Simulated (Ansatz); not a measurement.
## Notes on BaTiO3

```
CELL_PARAMETERS angstrom
3.95100 3.95100 0.00000
0.00000 3.95100 3.98323
3.95100 0.00000 3.98323
ATOMIC_POSITIONS crystal
Ba 0.00000 0.00000 0.00000
Ba 0.50000 0.50000 0.50000
Ti 0.23900 0.26100 0.26100
Ti 0.73900 0.76100 0.76100
O 0.01050 0.48950 0.48950
O 0.51050 0.98950 0.98950
O 0.00600 0.99400 0.49400
O 0.50600 0.49400 0.99400
O 0.00600 0.49400 0.99400
O 0.50600 0.99400 0.49400
```

The numbers come from plane-wave PAW DFT (Ansatz): r2SCAN, with U = 4.37 eV and J = 0.77 eV on Ti d (all-electron-ortho-atomic projectors), collinear spin, 500 eV, 5×5×5 Γ-centred k points, gaussian occupations (width 0.0115 eV). Nothing was relaxed.

The state carries no moments; the state need not be the lowest.

(1) Which atom feels the largest force, and which way?

(2) What does the stress say?

(3) Describe some of the short contacts.

(4) Metal or insulator? Give the gap.

(5) Give the Bader charges.

Origin: a database entry at a rescaled volume. Caveats: the input typed no starting moments.

Answers

(1) The largest is on Ti3 (and as large on other atoms): 0.76 eV/Å, components (0.00, 0.00, -0.76). It makes 180° with the line to a nearest neighbour, O5 at 1.82 Å, pointing away from it.

(2) The pressure is 8.0 GPa (compression positive), so with the atoms held at these fractions the cell would first expand. The principal stresses 7.1, 7.1, 9.8 GPa differ, so its shape would change too.

(3) Ti–O at 1.82 Å: least valence density 1.02 e/Å³ and ELF 0.26 there. Ba–O at 2.77 Å: least valence density 0.19 e/Å³ and ELF 0.09 there, a closed-shell (ionic or weak) contact. These are pseudo-fields; inside the PAW spheres they differ from the all-electron ones.

(4) The gap is 2.77 eV, direct at the points sampled. A semilocal functional usually gives too small a gap.

(5) Bader charges in e: Ba +1.56, Ti +2.42, O -1.34 to -1.30. In the mean Ti gives up most and O takes most.
